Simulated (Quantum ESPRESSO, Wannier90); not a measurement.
# Ca (Cmcm, model phase), plane waves to Wannier functions

Structure: Materials Project mp-132, symmetrised, not relaxed again. This isn't the element's usual structure (fcc); take it as a model of another phase. The atoms lie within 0.1 Å of the higher space group P6_3/mmc. Computed values, not measurements, from PBEsol: Quantum ESPRESSO (norm-conserving PseudoDojo potentials, cutoff 55 Ry, no spin polarisation, no spin-orbit coupling) on a Γ-centred 8×8×4 mesh, then Wannier90. Density: 12×12×8 mesh, cold smearing 0.01 Ry.

On the energy scale of pw.x, whose zero is arbitrary, the Fermi level lies at 4.78 eV.

Input w.win:

```
num_bands = 2
num_wann = 2
exclude_bands = 3-37
num_iter = 1000
conv_tol = 1.0e-6
conv_window = 4
write_hr = true
write_u_matrices = true
auto_projections = true
begin unit_cell_cart
ang
    1.9712750000   -3.3954900000    0.0000000000
    1.9712750000    3.3954900000    0.0000000000
    0.0000000000    0.0000000000    6.5091100000
end unit_cell_cart
begin atoms_frac
Ca  -0.1644100000  0.1644100000  0.2500000000
Ca   0.1644100000 -0.1644100000 -0.2500000000
end atoms_frac
mp_grid = 8 8 4
begin kpoints
0.0000000000 0.0000000000 0.0000000000
0.0000000000 0.0000000000 0.2500000000
0.0000000000 0.0000000000 0.5000000000
... (253 more lines: the 8x8x4 mesh through Gamma)
end kpoints
```

Input of pw2wannier90.x that gives the overlap and projection files (equivalent; here they were cut from one run over all bands):

```
&inputpp
  outdir = './out'
  prefix = 'pwscf'
  seedname = 'w'
  write_amn = .true.
  write_mmn = .true.
  atom_proj = .true.
  atom_proj_exclude = 2 3 4 5 7 8 9 10
/
```

Output w.wout (banner and timings cut):

```
                                    ------
                                    SYSTEM
                                    ------

                              Lattice Vectors (Ang)
                    a_1     1.971275  -3.395490   0.000000
                    a_2     1.971275   3.395490   0.000000
                    a_3     0.000000   0.000000   6.509110

                   Unit Cell Volume:      87.13673  (Ang^3)

                        Reciprocal-Space Vectors (Ang^-1)
                    b_1     1.593686  -0.925225   0.000000
                    b_2     1.593686   0.925225  -0.000000
                    b_3    -0.000000   0.000000   0.965291

 *----------------------------------------------------------------------------*
 |   Site       Fractional Coordinate          Cartesian Coordinate (Ang)     |
 +----------------------------------------------------------------------------+
 | ca   1  -0.16441   0.16441   0.25000   |    0.00000   1.11651   1.62728    |
 | ca   2   0.16441  -0.16441  -0.25000   |    0.00000  -1.11651  -1.62728    |
 *----------------------------------------------------------------------------*
                                ------------
                                K-POINT GRID
                                ------------

             Grid size =  8 x  8 x  4      Total points =  256

 *---------------------------------- MAIN ------------------------------------*
 |  Number of Wannier Functions               :                 2             |
 |  Number of Objective Wannier Functions     :                 2             |
 |  Number of input Bloch states              :                 2             |
 |  Output verbosity (1=low, 5=high)          :                 1             |
 |  Timing Level (1=low, 5=high)              :                 1             |
 |  Optimisation (0=memory, 3=speed)          :                 3             |
 |  Length Unit                               :               Ang             |
 |  Post-processing setup (write *.nnkp)      :                 F             |
 |  Using Gamma-only branch of algorithms     :                 F             |
 *----------------------------------------------------------------------------*
 *------------------------------- WANNIERISE ---------------------------------*
 |  Total number of iterations                :              1000             |
 |  Number of CG steps before reset           :                 5             |
 |  Trial step length for line search         :             2.000             |
 |  Convergence tolerence                     :         0.100E-05             |
 |  Convergence window                        :                 4             |
 |  Iterations between writing output         :                 1             |
 |  Iterations between backing up to disk     :               100             |
 |  Write r^2_nm to file                      :                 F             |
 |  Write xyz WF centres to file              :                 F             |
 |  Write on-site energies <0n|H|0n> to file  :                 F             |
 |  Use guiding centre to control phases      :                 F             |
 |  Use phases for initial projections        :                 F             |
 *----------------------------------------------------------------------------*
 *-------------------------------- PLOTTING ----------------------------------*
 |  Plotting Hamiltonian in WF basis          :                 T             |
 *----------------------------------------------------------------------------*

       ... (k-mesh section left out)

 Starting a new Wannier90 calculation ...

 Reading overlaps from w.mmn

 Reading projections from w.amn

 *------------------------------- WANNIERISE ---------------------------------*
 +--------------------------------------------------------------------+<-- CONV
 | Iter  Delta Spread     RMS Gradient      Spread (Ang^2)            |<-- CONV
 +--------------------------------------------------------------------+<-- CONV

 ------------------------------------------------------------------------------
 Initial State
  WF centre and spread    1  (  0.000000,  1.116466,  1.627278 )     0.43464239
  WF centre and spread    2  (  0.000000, -1.116466, -1.627277 )     0.43464239
  Sum of centres and spreads (  0.000000, -0.000000,  0.000000 )     0.86928478

      0     0.869E+00     0.0000000000        0.8692847848  <-- CONV
        O_D=      0.0000000 O_OD=      0.0000000 O_TOT=      0.8692848 <-- SPRD
 ------------------------------------------------------------------------------
      1    -0.111E-15     0.0000001170        0.8692847848  <-- CONV
        O_D=      0.0000000 O_OD=      0.0000000 O_TOT=      0.8692848 <-- SPRD
      2    -0.222E-15     0.0000001169        0.8692847848  <-- CONV
        O_D=      0.0000000 O_OD=      0.0000000 O_TOT=      0.8692848 <-- SPRD
      3    -0.444E-15     0.0000001167        0.8692847848  <-- CONV
        O_D=      0.0000000 O_OD=      0.0000000 O_TOT=      0.8692848 <-- SPRD
      4    -0.444E-15     0.0000001163        0.8692847848  <-- CONV
        O_D=      0.0000000 O_OD=      0.0000000 O_TOT=      0.8692848 <-- SPRD
             <<<     Delta < 1.000E-06  over  4 iterations     >>>
             <<< Wannierisation convergence criteria satisfied >>>
 Final State
  WF centre and spread    1  (  0.000000,  1.116466,  1.627278 )     0.43464239
  WF centre and spread    2  (  0.000000, -1.116466, -1.627277 )     0.43464239
  Sum of centres and spreads (  0.000000, -0.000000,  0.000000 )     0.86928478

         Spreads (Ang^2)       Omega I      =     0.869284761
        ================       Omega D      =     0.000000000
                               Omega OD     =     0.000000024
    Final Spread (Ang^2)       Omega Total  =     0.869284785
```
